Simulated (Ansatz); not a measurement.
CdSiP$_{2}$:
```
CdSiP2
1.0
   -2.79322     2.79322     5.22982
    2.79322    -2.79322     5.22982
    2.79322     2.79322    -5.22982
Cd Si P
2 2 4
Cartesian
  0.00000   2.79322   2.61491
  0.00000   0.00000   0.00000
  2.79322   0.00000   2.61491
  0.00000   0.00000   5.22982
  1.39661   1.62533  -1.30745
  1.39661   1.16788   3.92236
  3.96110   1.39661   1.30745
 -1.16788   1.39661   6.53727
```

Cartesian axes are those of the cell as given.

**Question.** Give the high-frequency dielectric tensor and the Born effective charge tensors of the independent atoms from DFPT, LDA (plane waves, PAW; program Ansatz).

**Answer.** 
ε∞:
```
11.3  0.00  0.00
0.00  11.3  0.00
0.00  0.00  11.0
```
Z* of atom 1 (Cd), rows: field, columns: displacement, in e:
```
 1.95  -0.06   0.00
 0.06   1.95   0.00
 0.00   0.00   1.52
```
Z* of atom 3 (Si), rows: field, columns: displacement, in e:
```
 2.22  -0.06   0.00
 0.06   2.22   0.00
 0.00   0.00   2.50
```
Z* of atom 5 (P), rows: field, columns: displacement, in e:
```
-2.14   0.00  -0.39
 0.00  -2.02   0.00
-0.29   0.00  -2.01
```

Space group I-42d (chalcopyrite). Symmetry was held in the LDA relaxation. Scalar-relativistic: spin–orbit coupling is off unless named, which matters more the heavier the elements.

Potentials: the later of the program's two PAW sets.
